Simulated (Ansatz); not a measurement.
FePt (CuAu type, space group P4/mmm)

```xyz
2
Lattice="2.7339 0.0000 0.0000 0.0000 2.7339 0.0000 0.0000 0.0000 3.7210" Properties=species:S:1:pos:R:3 pbc="T T T"
Fe     1.3669     1.3669     1.8605
Pt     0.0000     0.0000     0.0000
```

Two coordinates are scanned: the volume, and the ratio of the stretch along z (the conventional c axis) to the stretch across it. Atoms keep their fractional coordinates.

Computed with r2SCAN (plane waves to 500 eV, PAW, scalar-relativistic; Ansatz, a program for electronic structure). k mesh 17×17×13 (Γ-centred), Fermi-Dirac smearing 0.05 eV. Compression counts positive. With partly filled bands, the response to shear is sensitive to the k mesh, so small differences along c/a are uncertain. FePt was relaxed with its symmetry unable to fall. Relaxed FePt ends ferromagnetic. Spin-orbit coupling is left out, though Pt is heavy. Other magnetic orders were not checked, so this need not be the ground state. The last digit holds for this mesh only.

Changes of σxx (GPa) from the point V/V₀ = 1.000, (c/a)/(c/a)₀ = 1.000 when one coordinate moves alone (two changes are said to add if the coupling is within 5 % of the smaller one, nearly so within 20 %):

| point | change |
|---|---|
| V/V₀ = 1.000, (c/a)/(c/a)₀ = 0.920 | -3.36 |
| V/V₀ = 1.000, (c/a)/(c/a)₀ = 0.960 | -1.80 |
| V/V₀ = 0.920, (c/a)/(c/a)₀ = 1.000 | 22.18 |
| V/V₀ = 0.960, (c/a)/(c/a)₀ = 1.000 | 9.83 |
| V/V₀ = 1.040, (c/a)/(c/a)₀ = 1.000 | -7.70 |
| V/V₀ = 1.080, (c/a)/(c/a)₀ = 1.000 | -13.75 |
| V/V₀ = 1.000, (c/a)/(c/a)₀ = 1.040 | 2.11 |
| V/V₀ = 1.000, (c/a)/(c/a)₀ = 1.080 | 4.85 |

What is the change at V/V₀ = 0.960, (c/a)/(c/a)₀ = 1.080, where both move, and how far is it from the sum?

The sum of the single changes is 9.83 + (4.85) = 14.68; the calculation gives 15.28, so the coupling contributes 0.60 (under 20 % of the smaller single change, nearly additive).

Do the two effects add at V/V₀ = 0.920, (c/a)/(c/a)₀ = 0.920? Give the computed change.

The sum of the single changes is 22.18 + (-3.36) = 18.82; the calculation gives 18.26, so the coupling contributes -0.56 (under 20 % of the smaller single change, nearly additive).

Do the two effects add at V/V₀ = 1.080, (c/a)/(c/a)₀ = 1.040? Give the computed change.

The sum of the single changes is -13.75 + (2.11) = -11.64; the calculation gives -12.00, so the coupling contributes -0.36 (under 20 % of the smaller single change, nearly additive).

(Under strain, the slope of the energy per volume gives the stress and its curvature an elastic modulus.)
